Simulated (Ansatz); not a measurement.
Relaxed Bi2Se3 (Bi2Te3 type, space group R-3m):

```
Bi2Se3
1.0
    2.07230     1.19644     9.75526
   -2.07230     1.19644     9.75526
    0.00000    -2.39289     9.75526
Bi Se
2 3
Cartesian
  0.00000   0.00000  11.68829
  0.00000   0.00000  17.57749
  0.00000   0.00000   0.00000
  0.00000   0.00000   6.26879
  0.00000   0.00000  22.99699
```

In each cell atom 4 (Se, nearest neighbour Bi at 2.853 Å; its periodic images, 4.1 Å or more away, move with it) moves by s·(0.000, 0.839, 0.545) (towards the nearest neighbour), the rest being held.

Calculation: r2SCAN+rVV10 (plane waves to 500 eV, PAW, scalar-relativistic; Ansatz, a quantum-chemistry and plane-wave program). k mesh 8×8×8 (Γ-centred), Fermi-Dirac smearing 0.05 eV. E stands for the smeared free energy. Bi2Se3 was relaxed with its symmetry unable to fall. Spin-orbit coupling is left out, though Bi is heavy. The zero of ΔE is the undisplaced structure.

```csv
s (Å),ΔE (meV/cell)
-0.570,496
-0.456,344
-0.342,211
-0.228,withheld
-0.114,28
0.000,0
0.114,35
0.228,154
0.342,388
0.456,781
0.570,1403
```

Question: Fit a polynomial form (powers 2, 3, 4) to the given rows and predict ΔE at s = -0.228.

Answer: Least squares on the 10 given rows: ΔE = (2338)·s² + (2411)·s³ + (1795)·s⁴, in meV/cell with s in Å; root-mean-square residual 6.6 meV/cell. At -0.228 the fit gives 98 meV/cell; the calculation gives 103 meV/cell, so the interpolation is off by -5 (-4.9 %). The quadratic term alone would give 122 meV/cell.

(For displaced atoms, the force is minus the slope of the energy, and its curvature is a force constant, which sets phonon frequencies.)
